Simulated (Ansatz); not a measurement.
Si: frozen-core PAW against all-electron methods

```yaml
crystal:
  lattice:
    - [-2.25100, 2.36850, 1.23675]
    - [2.25100, -2.36850, 1.23675]
    - [2.25100, 2.36850, -1.23675]
  atoms:
    - { symbol: Si, position: [0.80700, 0.55700, 0.25000] }
    - { symbol: Si, position: [0.19300, 0.44300, 0.75000] }
```

Atoms are numbered in the order listed.

The geometry is COD entry 9011656, unchecked; take it as a test cell. The listed cell was then made from it by scaling, straining or moving an atom.

Methods: DFT, LDA, PAW with Ansatz's default frozen-core files, scalar-relativistic (Ansatz 0.2.0); DFT, LDA, all-electron PAW with datasets made for the crystal, scalar-relativistic (Ansatz 0.2.0); DFT, LDA, all-electron LAPW, scalar-relativistic (Ansatz 0.2.0).

For PAW: a Γ-centred 16×16×16 k mesh, Fermi–Dirac smearing of 0.05 eV, cutoff 420 eV, no spin polarisation; the PAW files were made with PBE, and the program remakes their frozen cores for this functional. The crystal-made all-electron datasets (AE datasets) take a cutoff of 220 eV at this cell. LAPW targets a basis error of 0.5 meV/atom. The Ansatz runs share mesh, smearing and spin set-up. Plane-wave (PAW) pressures include the program's estimate of the Pulay term.

Stress and pressure are positive in compression.

In a metal, gradients converge slowly with the k mesh: the values move by tens of per cent from one mesh to another, at times in sign, so only the comparison on one mesh counts.

```csv
quantity,PAW,AE datasets,LAPW
pressure (GPa),15.95,15.90,15.90
stress xx (GPa),14.69,14.65,14.66
stress yy (GPa),15.31,15.23,15.23
stress zz (GPa),17.86,17.82,17.82
"force on Si1, z (eV/Å)",-0.019,-0.018,-0.018
field gradient Vzz at Si1 (10²¹ V/m²),-2.36,-2.35,–
```
